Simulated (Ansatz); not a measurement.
SrVHO2:
```
SrVHO2
1.0
    3.93386     0.00000     0.00000
    0.00000     3.93386     0.00000
    0.00000     0.00000     3.72916
Sr V O H
1 1 2 1
Cartesian
  1.96693   1.96693   1.86458
  0.00000   0.00000   0.00000
  1.96693   0.00000   0.00000
  0.00000   1.96693   0.00000
  0.00000   0.00000   1.86458
```
The run is spin-polarised; directions of the spins, atom by atom: 0 ↑ 0 0 0.

Relaxed with PBE (plane waves, PAW; program Ansatz). Indices refer to the conventional cell of P4/mmm, a = 3.934 Å, b = 3.934 Å, c = 3.729 Å, α = 90.00°, β = 90.00°, γ = 90.00°.

### Question
Simulate the powder diffraction pattern (Fe Kα, λ = 1.93735 Å; lines above 1 %) up to 2θ = 90°.

### Answer
Simulated powder pattern, Fe Kα, λ = 1.93735 Å (kinematic, ideal powder, no thermal factors, no anomalous dispersion; the 30 strongest lines at most, above 1 %, up to 2θ = 90°):

| 2θ (°) | d (Å) | I/Imax (%) | hkl |
|---|---|---|---|
| 28.51 | 3.934 | 8.6 | (100) |
| 40.76 | 2.782 | 33 | (110) |
| 41.95 | 2.706 | 100 | (101) |
| 51.50 | 2.230 | 16 | (111) |
| 59.01 | 1.967 | 29 | (200) |
| 62.60 | 1.865 | 12 | (002) |
| 66.82 | 1.759 | 2.1 | (210) |
| 70.19 | 1.685 | 1.9 | (102) |
| 75.01 | 1.591 | 37 | (211) |
| 77.43 | 1.549 | 11 | (112) |
| 88.29 | 1.391 | 9.2 | (220) |

The start of the workflow was typed in or built on a structure type; neither database checked (COD, Materials Project) lists it. Whether it is the stable phase at ambient conditions was not checked. Symmetry was held in the PBE relaxation; whether a distortion lowers the energy is not shown. Magnetic state: ferromagnetic, the only order run, not a proven ground state. The cell computed holds one magnetic atom, so no antiferromagnetic order was within reach. No Hubbard U is applied.

Potentials: the later of the program's two PAW sets.
